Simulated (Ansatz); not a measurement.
CuCl (zinc blende, F-43m), plane-wave PAW PBE (Ansatz code). The conduction-band minimum lies at Γ, with 1 equivalent valley. Second derivatives d²E/dk² of the lowest band at one valley (eV·Å²), along Cartesian directions:

| direction | d²E/dk² |
|---|---|
| [100] | 34.98 |
| [010] | 34.98 |
| [001] | 34.98 |
| [110] | 34.98 |
| [101] | 34.98 |
| [011] | 34.98 |

Task: Find the principal effective masses, the density-of-states mass and the conductivity mass.

Result: Off-diagonal terms follow from H_xy = H[110] − (H_xx + H_yy)/2, and m*/mₑ = 7.620 eV·Å² over each eigenvalue: 0.22, 0.22, 0.22. One valley's DOS mass (m₁m₂m₃)^(1/3) = 0.22, conductivity mass 3/(Σ 1/mᵢ) = 0.22 mₑ.

Task: What effective density of states Nc follows at 300 K for parabolic valleys?

Result: Nc = 2.509e19 × 1 × (0.22)^(3/2) ≈ 2.6e18 cm⁻³.

The PBE relaxation kept the symmetry of its start. No spin polarisation was allowed.

Potentials: the later of the program's two PAW sets.

Edges and masses are those of Kohn–Sham bands, whose gap is no quasiparticle gap.
